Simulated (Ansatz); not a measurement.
Bulk crystal (Co) after relaxation:

```cif
data_structure
_symmetry_space_group_name_H-M 'P6_3/mmc'
_symmetry_Int_Tables_number 194
_cell_length_a 2.4564
_cell_length_b 2.4564
_cell_length_c 3.9694
_cell_angle_alpha 90.000
_cell_angle_beta 90.000
_cell_angle_gamma 120.000
_cell_volume 20.74
loop_
_atom_site_label
_atom_site_type_symbol
_atom_site_symmetry_multiplicity
_atom_site_Wyckoff_symbol
_atom_site_fract_x
_atom_site_fract_y
_atom_site_fract_z
_atom_site_occupancy
Co1 Co 2 c 0.33333 0.66667 0.25000 1
```

Miller indices refer to the conventional cell of P6_3/mmc (No. 194), a = 2.456 Å, b = 2.456 Å, c = 3.969 Å, α = 90.00°, β = 90.00°, γ = 120.00°.

The (001) slab of 6 planes, 9.9 Å thick with 15 Å of vacuum as cut; outer planes Co (top) and Co (bottom).

Level of theory: DFT PBEsol, scalar-relativistic, plane waves, PAW in Ansatz. Settings: cutoff 420 eV, Γ-centred mesh 15×15×1 on the computed 6-atom cell, Gaussian smearing of 0.10 eV; collinear spin from starting moments 1.8 1.8 1.8 1.8 1.8 1.8 μB. The cell repeats along c with a dipole correction in the vacuum.

Results for the relaxed slab:

| Property | Result |
| --- | --- |
| Surface energy (mean of both faces) | 2.54 J/m² |
| Work function | 5.13 eV |
| Sequence of site moments over 0.05 μB in size, bottom to top | Co 1.76, Co 1.70, Co 1.66, Co 1.66, Co 1.70, Co 1.76 μB |

Relaxation lowers the energy by 0.046 J/m² a face; the largest move is 0.036 Å.

| plane (bottom to top) | atoms | spacing to next, bulk (Å) | relaxed (Å) | change (%) |
| --- | --- | --- | --- | --- |
| 1 | Co | 1.985 | 1.926 | -3.0 |
| 2 | Co | 1.985 | 2.021 | +1.8 |
| 3 | Co | 1.985 | 1.958 | -1.3 |
| 4 | Co | 1.985 | 2.021 | +1.8 |
| 5 | Co | 1.985 | 1.926 | -3.0 |
| 6 | Co |  |  |  |